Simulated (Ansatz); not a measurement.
Crystals of one structure type (zinc blende) and one family of elements, relaxed and computed with the program Ansatz at the r²SCAN level (PAW).

| crystal | V (Å³/atom) | B₀ by P(V) fit (GPa) |
|---|---|---|
| BN | 5.87 | 391 |
| GaN | 11.38 | 196 |
| BP | 11.67 | ? |
| GaP | 20.25 | 87.6 |
| GaAs | 22.73 | 72.3 |
| InAs | 28.48 | 57.2 |
| GaSb | 28.83 | 52.8 |

Task: Fit a straight line to ln B₀ against ln V and predict the withheld value.

Result: Least squares on the 6 shown rows: ln B₀ = -1.26 × ln V + (8.248), with a scatter of 5 %. For BP this gives 173. The run itself gave 169, within the scatter.

All cells were relaxed under the symmetry of their starts (and spin orders); stability against distortions was not tested throughout. Scalar-relativistic: spin–orbit coupling is off unless named, which matters more the heavier the elements.

Potentials: the earlier of the program's two PAW sets.
